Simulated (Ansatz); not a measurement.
LaN:
```
CELL_PARAMETERS angstrom
     10.54149     0.00000     0.00000
      0.00000     3.70583     0.00000
      0.00000     0.00000     3.70584
ATOMIC_POSITIONS crystal
  La 0.12683 0.25000 0.24997
  La 0.37317 0.75000 0.74997
  La 0.87317 0.75000 0.75003
  La 0.62683 0.25000 0.25003
  N  0.86744 0.25000 0.24982
  N  0.63256 0.75000 0.74982
  N  0.13256 0.75000 0.75018
  N  0.36744 0.25000 0.25018
```

Relaxed with PBEsol.

**Question.** Which orbitals make up the states near the Fermi level in the program Ansatz at the PBEsol level (PAW)?

**Answer.** Within 0.5 eV of the Fermi level: N 2p 65 %, La 5d 21 %, La 5p 7 %. Projections are on Löwdin-orthogonalised atomic valence shells; empty p or d shells of many metals are not among them.

**Question.** Tabulate the density of states.

**Answer.** States/eV per cell of 8 atoms, in 0.25 eV bins, energy from the Fermi level.

| E (eV) | total | La 4f | N 2p | La 5d |
|---|---|---|---|---|
| -7.85 | 0.00 | 0.00 | 0.00 | 0.00 |
| -7.60 | 0.00 | 0.00 | 0.00 | 0.00 |
| -7.35 | 0.00 | 0.00 | 0.00 | 0.00 |
| -7.10 | 0.00 | 0.00 | 0.00 | 0.00 |
| -6.85 | 0.00 | 0.00 | 0.00 | 0.00 |
| -6.60 | 0.00 | 0.00 | 0.00 | 0.00 |
| -6.35 | 0.00 | 0.00 | 0.00 | 0.00 |
| -6.10 | 0.00 | 0.00 | 0.00 | 0.00 |
| -5.85 | 0.00 | 0.00 | 0.00 | 0.00 |
| -5.60 | 0.00 | 0.00 | 0.00 | 0.00 |
| -5.35 | 0.00 | 0.00 | 0.00 | 0.00 |
| -5.10 | 0.00 | 0.00 | 0.00 | 0.00 |
| -4.85 | 0.00 | 0.00 | 0.00 | 0.00 |
| -4.60 | 0.00 | 0.00 | 0.00 | 0.00 |
| -4.35 | 0.00 | 0.00 | 0.00 | 0.00 |
| -4.10 | 0.00 | 0.00 | 0.00 | 0.00 |
| -3.85 | 0.00 | 0.00 | 0.00 | 0.00 |
| -3.60 | 0.00 | 0.00 | 0.00 | 0.00 |
| -3.35 | 0.00 | 0.00 | 0.00 | 0.00 |
| -3.10 | 0.71 | 0.00 | 0.33 | 0.26 |
| -2.85 | 1.99 | 0.02 | 0.98 | 0.67 |
| -2.60 | 4.61 | 0.08 | 2.46 | 1.37 |
| -2.35 | 6.42 | 0.16 | 3.64 | 1.72 |
| -2.10 | 10.50 | 0.26 | 6.48 | 2.91 |
| -1.85 | 11.53 | 0.30 | 7.38 | 3.20 |
| -1.60 | 9.96 | 0.32 | 6.49 | 2.54 |
| -1.35 | 8.81 | 0.33 | 5.80 | 2.08 |
| -1.10 | 10.50 | 0.47 | 6.99 | 2.27 |
| -0.85 | 13.91 | 0.74 | 9.25 | 2.88 |
| -0.60 | 12.00 | 0.65 | 8.04 | 2.34 |
| -0.35 | 4.04 | 0.15 | 2.95 | 0.52 |
| -0.10 | 1.04 | 0.03 | 0.80 | 0.09 |
| 0.15 | 0.21 | 0.01 | 0.06 | 0.13 |
| 0.40 | 1.03 | 0.06 | 0.28 | 0.65 |
| 0.65 | 1.31 | 0.13 | 0.24 | 0.92 |
| 0.90 | 1.68 | 0.21 | 0.26 | 1.18 |
| 1.15 | 2.05 | 0.32 | 0.26 | 1.43 |
| 1.40 | 2.41 | 0.46 | 0.28 | 1.63 |
| 1.65 | 2.79 | 0.66 | 0.30 | 1.77 |
| 1.90 | 3.59 | 1.04 | 0.35 | 2.11 |
| 2.15 | 4.96 | 1.76 | 0.42 | 2.63 |
| 2.40 | 4.32 | 1.80 | 0.37 | 2.00 |
| 2.65 | 3.64 | 1.81 | 0.26 | 1.44 |
| 2.90 | 5.00 | 2.53 | 0.24 | 2.08 |
| 3.15 | 7.95 | 4.75 | 0.23 | 2.77 |
| 3.40 | 14.99 | 11.51 | 0.20 | 3.02 |
| 3.65 | 37.26 | 34.85 | 0.10 | 1.81 |

Space group P4/nmm. The start of the workflow was typed in or built on a structure type; the Crystallography Open Database copy checked does not list it. COD files the formula under space group No. 225, so this cell is another polymorph or a model. Whether it is the stable phase at ambient conditions was not checked. The cell was relaxed with PBEsol under the symmetry of its start; whether a distortion lowers the energy is not shown. A small band overlap can be real or an error of a semilocal functional. Scalar-relativistic: spin–orbit coupling is off unless named, which matters more the heavier the elements.

Potentials: the later of the program's two PAW sets.
